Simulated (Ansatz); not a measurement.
# Notes on Lu2AlO2

```xyz
5
Lattice="0.0000 0.0000 3.7927 3.9889 -2.6836 1.8963 3.9889 2.6836 -1.8963" Properties=species:S:1:pos:R:3 pbc="T T T"
Lu    5.6733    0.0000    1.8963
Lu    2.3045    0.0000    1.8963
O     3.9889   -1.1309    3.7927
O     3.9889    1.1309    0.0000
Al    0.0000    0.0000    0.0000
```

The numbers come from plane-wave PAW DFT (Ansatz): r2SCAN, spin-orbit coupling, 500 eV, 6×6×6 Γ-centred k points, fermi-dirac occupations (width 0.0498 eV). Nothing was relaxed.

The state carries no moments; the state need not be the lowest.

(1) Give the Bader charges.

(2) Is the cell too large or too small?

(3) Metal or insulator?

(4) Where is the largest force?

Origin: a known structure type with other elements, at an estimated volume, so it need not be a known compound. Caveats: started without moments under time reversal, so no moment could form; the k mesh is coarse if the cell is a metal; atoms or cell far from equilibrium.

Answers

(1) Bader charges in e: Lu +1.59, Al -0.25, O -1.46. In the mean Lu gives up most and O takes most.

(2) The pressure is -12.2 GPa (compression positive), so with the atoms held at these fractions the cell would first shrink; the forces are large, so a full relaxation may end otherwise. The principal stresses -23.4, -15.4, 2.3 GPa differ, so its shape would change too.

(3) It is a metal, with about 1.6 states/eV a cell as the mean within 0.25 eV of the Fermi level, mostly Lu d (59 %), Al p (13 %) and O p (13 %).

(4) The largest is on O3 (and as large on other atoms): 2.46 eV/Å, components (0.00, -2.46, 0.00). It makes 180° with the line to a nearest neighbour, O4 at 2.26 Å, pointing away from it.
